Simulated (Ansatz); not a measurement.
K2LiGaF6:
```
CELL_PARAMETERS angstrom
      0.00000     3.97518     3.97518
      3.97518     0.00000     3.97518
      3.97518     3.97518     0.00000
ATOMIC_POSITIONS crystal
  K  0.75000 0.75000 0.75000
  K  0.25000 0.25000 0.25000
  Li 0.50000 0.50000 0.50000
  Ga 0.00000 0.00000 0.00000
  F  0.76012 0.23988 0.23988
  F  0.23988 0.76012 0.76012
  F  0.23988 0.76012 0.23988
  F  0.76012 0.23988 0.76012
  F  0.23988 0.23988 0.76012
  F  0.76012 0.76012 0.23988
```

x, y and z are the axes in which the lattice vectors are written.

Question: Give the high-frequency dielectric tensor and the Born effective charge tensors of the independent atoms from DFPT, DFT-PBEsol in the program Ansatz with PAW potentials.

Answer: 
ε∞:
```
2.21  0.00  0.00
0.00  2.21  0.00
0.00  0.00  2.21
```
Z* of atom 1 (K), rows: field, columns: displacement, in e:
```
1.19  0.00  0.00
0.00  1.19  0.00
0.00  0.00  1.19
```
Z* of atom 3 (Li), rows: field, columns: displacement, in e:
```
1.21  0.00  0.00
0.00  1.21  0.00
0.00  0.00  1.21
```
Z* of atom 4 (Ga), rows: field, columns: displacement, in e:
```
2.82  0.00  0.00
0.00  2.82  0.00
0.00  0.00  2.82
```
Z* of atom 5 (F), rows: field, columns: displacement, in e:
```
-1.42   0.00   0.00
 0.00  -0.89   0.00
 0.00   0.00  -0.89
```

Static charges for comparison (Bader): K1 +0.88, Li3 +0.92, Ga4 +2.07, F5 -0.79 e. Born charges measure polarisation by displacement and can exceed these by far.

Space group Fm-3m. The workflow started from a Materials Project entry (that database holds measured and hypothetical structures alike); the Crystallography Open Database copy checked does not list it. Its standing as an ambient phase is unchecked. The PBEsol relaxation kept the symmetry of its start; whether a distortion lowers the energy is not shown. Spin–orbit coupling is left out wherever it is not named.

Potentials: the later of the program's two PAW sets.
